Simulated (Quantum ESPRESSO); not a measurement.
# W2SnAl3RuGa: one run as intended and one with a planted mistake

Simulated, not a measurement. The program is pw.x of Quantum ESPRESSO 7.5 (plane-wave density functional theory). The cell is made up: eight metal atoms on a face-centred cubic lattice, with elements, volume, strain and displacements drawn at random and not relaxed, so it may be unstable or far from any real phase. PseudoDojo standard norm-conserving files set the functional (PBE unless stated); there is no spin polarisation or spin-orbit coupling, the Fermi-Dirac width of 0.25 eV means electrons at about 2900 K, and the masses in the input are unused placeholders. The tin pseudopotential is less sure than most, with forces differing by about three percent from a second method on plain tin. Heavy elements are run without spin-orbit coupling, which real alloys of them have. A spin test at this wide smearing found no moment, but such smearing suppresses magnetism that the real alloy may have.

Intended input:

```
&control calculation='scf', pseudo_dir='./dojo.nc.sr.pbe.v0_5.standard.upf', outdir='./o', disk_io='minimal', tprnfor=.true., tstress=.true. /
&system ibrav=0, nat=8, ntyp=5, nbnd=53, ecutwfc=84.00895049, nosym=.true., tot_charge=0,
 occupations='smearing', smearing='fd', degauss=0.0183746611
/
&electrons conv_thr=1.470e-08, electron_maxstep=70, mixing_beta=0.5 /
ATOMIC_SPECIES
Al 1.0 Al.upf
Ga 1.0 Ga.upf
Ru 1.0 Ru.upf
Sn 1.0 Sn.upf
W 1.0 W.upf
CELL_PARAMETERS angstrom
-0.0269 -0.0465 -4.1138
-4.0856 0.0187 -0.0269
2.0188 8.2704 2.1634
ATOMIC_POSITIONS angstrom
W -0.0723 0.0562 0.0106
Sn -2.1129 1.9958 0.0122
Al -0.0303 4.0809 0.0085
Al -2.0879 6.2778 0.0481
W -2.0585 -0.0153 -2.015
Al -0.0421 2.0551 -2.1014
Ru -2.1477 4.1697 -1.9978
Ga 0.0222 6.2204 -1.9789
K_POINTS automatic
6 6 3 1 1 1
```

The log is shortened where brackets say so; the opening notice, blank lines, dates and the lines on written files are dropped, and the path of the files is cut. It prints rydbergs, bohrs and kilobars, and counts compression as positive stress. Its total energy is the free energy E - TS of the whole cell.

Log of the intended run:

```
     Program PWSCF v.7.5
     Parallel version (MPI & OpenMP), running on       4 processor cores
     Number of MPI processes:                 4
     Threads/MPI process:                     1
     [start-up lines left out]
     bravais-lattice index     =            0
     lattice parameter (alat)  =       7.7746  a.u.
     unit-cell volume          =     936.2854 (a.u.)^3
     number of atoms/cell      =            8
     number of atomic types    =            5
     number of electrons       =        80.00
     number of Kohn-Sham states=           53
     kinetic-energy cutoff     =      84.0090  Ry
     charge density cutoff     =     336.0358  Ry
     scf convergence threshold =      1.5E-08
     mixing beta               =       0.5000
     number of iterations used =            8  plain     mixing
     Exchange-correlation= PBE
                           (   1   4   3   4   0   0   0)
     [axes and pseudopotential details left out]
   Cartesian axes
     site n.     atom                  positions (alat units)
         1        W      tau(   1) = (  -0.0175735   0.0136602   0.0025765  )
         2        Sn     tau(   2) = (  -0.5135689   0.4851062   0.0029654  )
         3        Al     tau(   3) = (  -0.0073648   0.9919180   0.0020660  )
         4        Al     tau(   4) = (  -0.5074923   1.5259042   0.0116914  )
         5        W      tau(   5) = (  -0.5003463  -0.0037189  -0.4897730  )
         6        Al     tau(   6) = (  -0.0102330   0.4995199  -0.5107737  )
         7        Ru     tau(   7) = (  -0.5220275   1.0135020  -0.4855923  )
         8        Ga     tau(   8) = (   0.0053960   1.5119524  -0.4809984  )
     number of k points=    54  Fermi-Dirac smearing, width (Ry)=  0.0184
                       cart. coord. in units 2pi/alat
        k(    1) = (  -0.0827884   0.1251467  -0.0842137), wk =   0.0370370
        k(    2) = (  -0.0843339  -0.2070977  -0.0804481), wk =   0.0370370
     [further k points left out]
     Dense  grid:    97413 G-vectors     FFT dimensions: (  45,  45, 100)
     Estimated max dynamical RAM per process >     303.62 MB
     Estimated total dynamical RAM >       1.12 GB
     Initial potential from superposition of free atoms
     starting charge      79.9866, renormalised to      80.0000
     Starting wfcs are   60 randomized atomic wfcs
     total cpu time spent up to now is       16.1 secs
     per-process dynamical memory:   230.3 Mb
     Self-consistent Calculation
     iteration #  1     ecut=    84.01 Ry     beta= 0.50
     Davidson diagonalization with overlap
     ethr =  1.00E-02,  avg # of iterations =  4.1
     total cpu time spent up to now is       56.5 secs
     total energy              =    -829.30819896 Ry
     estimated scf accuracy    <       1.02928567 Ry
     iteration #  2     ecut=    84.01 Ry     beta= 0.50
     Davidson diagonalization with overlap
     ethr =  1.29E-03,  avg # of iterations =  5.2
     total cpu time spent up to now is       99.0 secs
     total energy              =    -828.14695555 Ry
     estimated scf accuracy    <      32.86261661 Ry
     [iterations 3 to 12 left out]
     iteration # 13     ecut=    84.01 Ry     beta= 0.50
     Davidson diagonalization with overlap
     ethr =  1.14E-10,  avg # of iterations =  3.9
     total cpu time spent up to now is      420.5 secs
     total energy              =    -829.94691443 Ry
     estimated scf accuracy    <       0.00000005 Ry
     iteration # 14     ecut=    84.01 Ry     beta= 0.50
     Davidson diagonalization with overlap
     ethr =  6.03E-11,  avg # of iterations =  1.7
     total cpu time spent up to now is      445.4 secs
     End of self-consistent calculation
     [lines on levels left out]
!    total energy              =    -829.94691443 Ry
     estimated scf accuracy    <          3.3E-09 Ry
     smearing contrib. (-TS)   =      -0.08519323 Ry
     internal energy E=F+TS    =    -829.86172120 Ry
     The total energy is F=E-TS. E is the sum of the following terms:
     one-electron contribution =    -306.06887082 Ry
     hartree contribution      =     199.75170647 Ry
     xc contribution           =    -192.82471145 Ry
     ewald contribution        =    -530.71984540 Ry
     convergence has been achieved in  14 iterations
     Forces acting on atoms (cartesian axes, Ry/au):
     atom    1 type  5   force =    -0.00034979   -0.03563419   -0.01066922
     atom    2 type  4   force =     0.00864196    0.05192540   -0.00975511
     atom    3 type  1   force =    -0.00199934    0.03649429   -0.00317327
     atom    4 type  1   force =     0.00733138   -0.01028111    0.00407520
     atom    5 type  5   force =     0.00789272   -0.03473626    0.00104119
     atom    6 type  1   force =    -0.00295190    0.00031050    0.01578638
     atom    7 type  3   force =    -0.00351036   -0.00156794    0.00093557
     atom    8 type  2   force =    -0.01505468   -0.00651068    0.00175926
     Total force =     0.087107     Total SCF correction =     0.000292
     Computing stress (Cartesian axis) and pressure
          total   stress  (Ry/bohr**3)                   (kbar)     P=      -83.40
  -0.00063542   0.00001821  -0.00003204          -93.47        2.68       -4.71
   0.00001821  -0.00038923  -0.00003444            2.68      -57.26       -5.07
  -0.00003204  -0.00003444  -0.00067625           -4.71       -5.07      -99.48
     init_run     :     10.45s CPU     11.14s WALL (       1 calls)
     electrons    :    422.29s CPU    429.38s WALL (       1 calls)
     forces       :      3.82s CPU      3.96s WALL (       1 calls)
     stress       :     14.70s CPU     15.31s WALL (       1 calls)
     [timing details left out]
     PWSCF        :   7m36.24s CPU   7m44.95s WALL
     JOB DONE.
```

A second run has one planted mistake: the cell and the positions are scaled by a wrong factor. The input lines that differ:

```
- -0.0269 -0.0465 -4.1138
- -4.0856 0.0187 -0.0269
- 2.0188 8.2704 2.1634
+ -0.0266 -0.046 -4.0731
+ -4.0452 0.0185 -0.0266
+ 1.9988 8.1885 2.142
- W -0.0723 0.0562 0.0106
- Sn -2.1129 1.9958 0.0122
- Al -0.0303 4.0809 0.0085
- Al -2.0879 6.2778 0.0481
- W -2.0585 -0.0153 -2.015
- Al -0.0421 2.0551 -2.1014
- Ru -2.1477 4.1697 -1.9978
- Ga 0.0222 6.2204 -1.9789
+ W -0.0716 0.0556 0.0105
+ Sn -2.092 1.976 0.0121
+ Al -0.03 4.0405 0.0084
+ Al -2.0672 6.2156 0.0476
+ W -2.0381 -0.0151 -1.9951
+ Al -0.0417 2.0348 -2.0806
+ Ru -2.1264 4.1284 -1.978
+ Ga 0.022 6.1588 -1.9593
```

Its log:

```
     Program PWSCF v.7.5
     Parallel version (MPI & OpenMP), running on       4 processor cores
     Number of MPI processes:                 4
     Threads/MPI process:                     1
     [start-up lines left out]
     bravais-lattice index     =            0
     lattice parameter (alat)  =       7.6977  a.u.
     unit-cell volume          =     908.7677 (a.u.)^3
     number of atoms/cell      =            8
     number of atomic types    =            5
     number of electrons       =        80.00
     number of Kohn-Sham states=           53
     kinetic-energy cutoff     =      84.0090  Ry
     charge density cutoff     =     336.0358  Ry
     scf convergence threshold =      1.5E-08
     mixing beta               =       0.5000
     number of iterations used =            8  plain     mixing
     Exchange-correlation= PBE
                           (   1   4   3   4   0   0   0)
     [axes and pseudopotential details left out]
   Cartesian axes
     site n.     atom                  positions (alat units)
         1        W      tau(   1) = (  -0.0175773   0.0136494   0.0025777  )
         2        Sn     tau(   2) = (  -0.5135700   0.4850929   0.0029705  )
         3        Al     tau(   3) = (  -0.0073648   0.9919119   0.0020621  )
         4        Al     tau(   4) = (  -0.5074818   1.5258823   0.0116854  )
         5        W      tau(   5) = (  -0.5003380  -0.0037069  -0.4897818  )
         6        Al     tau(   6) = (  -0.0102370   0.4995278  -0.5107714  )
         7        Ru     tau(   7) = (  -0.5220149   1.0134906  -0.4855839  )
         8        Ga     tau(   8) = (   0.0054008   1.5119383  -0.4809932  )
     number of k points=    54  Fermi-Dirac smearing, width (Ry)=  0.0184
                       cart. coord. in units 2pi/alat
        k(    1) = (  -0.0827891   0.1251476  -0.0842131), wk =   0.0370370
        k(    2) = (  -0.0843333  -0.2070993  -0.0804508), wk =   0.0370370
     [further k points left out]
     Dense  grid:    94547 G-vectors     FFT dimensions: (  45,  45,  96)
     Estimated max dynamical RAM per process >     295.10 MB
     Estimated total dynamical RAM >       1.09 GB
     Initial potential from superposition of free atoms
     starting charge      79.9866, renormalised to      80.0000
     Starting wfcs are   60 randomized atomic wfcs
     total cpu time spent up to now is       16.2 secs
     per-process dynamical memory:   223.5 Mb
     Self-consistent Calculation
     iteration #  1     ecut=    84.01 Ry     beta= 0.50
     Davidson diagonalization with overlap
     ethr =  1.00E-02,  avg # of iterations =  4.3
     total cpu time spent up to now is       44.2 secs
     total energy              =    -829.27982287 Ry
     estimated scf accuracy    <       1.09037430 Ry
     iteration #  2     ecut=    84.01 Ry     beta= 0.50
     Davidson diagonalization with overlap
     ethr =  1.36E-03,  avg # of iterations =  5.4
     total cpu time spent up to now is       86.6 secs
     total energy              =    -828.06703454 Ry
     estimated scf accuracy    <      33.69525388 Ry
     [iterations 3 to 12 left out]
     iteration # 13     ecut=    84.01 Ry     beta= 0.50
     Davidson diagonalization with overlap
     ethr =  7.28E-11,  avg # of iterations =  4.3
     total cpu time spent up to now is      480.5 secs
     total energy              =    -829.95924841 Ry
     estimated scf accuracy    <       0.00000008 Ry
     iteration # 14     ecut=    84.01 Ry     beta= 0.50
     Davidson diagonalization with overlap
     ethr =  7.28E-11,  avg # of iterations =  1.6
     total cpu time spent up to now is      511.9 secs
     End of self-consistent calculation
     [lines on levels left out]
!    total energy              =    -829.95924841 Ry
     estimated scf accuracy    <          2.7E-09 Ry
     smearing contrib. (-TS)   =      -0.08175876 Ry
     internal energy E=F+TS    =    -829.87748965 Ry
     The total energy is F=E-TS. E is the sum of the following terms:
     one-electron contribution =    -298.16180161 Ry
     hartree contribution      =     197.31693228 Ry
     xc contribution           =    -193.00888520 Ry
     ewald contribution        =    -536.02373512 Ry
     convergence has been achieved in  14 iterations
     Forces acting on atoms (cartesian axes, Ry/au):
     atom    1 type  5   force =     0.00211145   -0.04006297   -0.01076387
     atom    2 type  4   force =     0.00946328    0.06195280   -0.01005910
     atom    3 type  1   force =    -0.00293079    0.03958995   -0.00272502
     atom    4 type  1   force =     0.00793725   -0.01473057    0.00459691
     atom    5 type  5   force =     0.00639865   -0.03801268   -0.00054722
     atom    6 type  1   force =    -0.00353132    0.00328659    0.01742053
     atom    7 type  3   force =    -0.00179754   -0.00154101   -0.00025048
     atom    8 type  2   force =    -0.01765098   -0.01048211    0.00232825
     Total force =     0.099419     Total SCF correction =     0.000150
     Computing stress (Cartesian axis) and pressure
          total   stress  (Ry/bohr**3)                   (kbar)     P=      -47.77
  -0.00039200   0.00002316  -0.00003822          -57.67        3.41       -5.62
   0.00002316  -0.00014252  -0.00004610            3.41      -20.97       -6.78
  -0.00003822  -0.00004610  -0.00043969           -5.62       -6.78      -64.68
     init_run     :     10.69s CPU     11.40s WALL (       1 calls)
     electrons    :    491.38s CPU    495.83s WALL (       1 calls)
     forces       :      6.33s CPU      6.42s WALL (       1 calls)
     stress       :     19.42s CPU     19.44s WALL (       1 calls)
     [timing details left out]
     PWSCF        :   8m52.70s CPU   8m58.24s WALL
     JOB DONE.
```

|  | intended run | run with the mistake |
| --- | --- | --- |
| free energy (eV) | -11292.003 | -11292.171 |
| entropy term -TS, part of it (eV) | -1.159 | -1.112 |
| pressure (GPa) | -8.34 | -4.78 |
| size of the largest force component (eV/Å) | 1.335 | 1.593 |
| largest change of a force component (eV/Å) |  | 0.258 |
| iterations | 14 | 14 |

For scale, a rerun of the intended cell at a higher cutoff and on a denser mesh moved values by no more than 0.006 eV in energy, 0.02 GPa in stress and 0.007 eV/Å in force, and a second program with other atomic files agreed on that cell to 2 % rms in force and 0.5 GPa in pressure.